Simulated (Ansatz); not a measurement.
Method: DFT, r2SCAN, plane waves (500 eV) with PAW, scalar-relativistic (Ansatz 0.2.0). The PAW files were generated under PBE, with cores re-solved for the functional.

An element in the diamond structure gives this curve. The cell is scaled uniformly from the relaxed one, with fractional coordinates and shape fixed. Energies are extrapolated to zero smearing, pressures are those at the given smearing. Magnetic state: spin not included.

```
V (Å³/atom)  E − E₀ (meV/atom)  P (GPa)
      7.331               79.9    28.61
      7.664               32.9    17.24
      7.997                7.4     7.79
      8.331                0.0    -0.09
      8.664                7.5    -6.65
      8.997               27.5   -12.13
      9.330               57.9   -16.70
```

Task: Which element is it?
A. beryllium
B. iron
C. carbon
D. boron

Result: D. Its fit is V₀ = 8.32 Å³/atom, B₀ = 180 GPa, B₀′ = 3.5.
